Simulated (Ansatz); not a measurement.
A geometry of TiAl away from equilibrium: the start of the relaxation of a relaxed TiAl cell displaced along its unstable phonon at q = Γ (158i cm⁻¹), largest move 0.15 Å. Level of theory: PBE (plane waves to 420 eV, PAW, scalar-relativistic; Ansatz, a quantum-chemistry and plane-wave program). Γ-centred k-mesh 8×8×6 on the run's cell (coarser than for final values), Fermi–Dirac smearing 0.05 eV.

```xyz
4
Lattice="4.6216 0.0000 0.0000 -2.3108 4.0024 0.0000 0.0000 0.0000 5.1694" Properties=species:S:1:pos:R:3 pbc="T T T"
Ti     2.3108     1.3341     1.4355
Ti     0.0000     2.6683     3.7339
Al     2.3108     1.3341     4.0271
Al     0.0000     2.6683     1.1424
```

Predict the force on each atom, in eV/Å.


```csv
atom,Fx,Fy,Fz
Ti1,0.00,0.00,0.57
Ti2,0.00,0.00,-0.57
Al3,0.00,0.00,0.27
Al4,0.00,0.00,-0.27
```

What is the pressure?

-0.5 GPa, compression positive.

No spin polarisation in the result. A magnetic state may lie lower.

The run could not lose the symmetry of its start, so the end can be a saddle point.

The end of the path is a generated cell of TiAl: the first start was made by placing the elements on the sites of a structure type, and the end was not matched to a known phase here, so it may be hypothetical. Known forms of TiAl include space group No. 123.
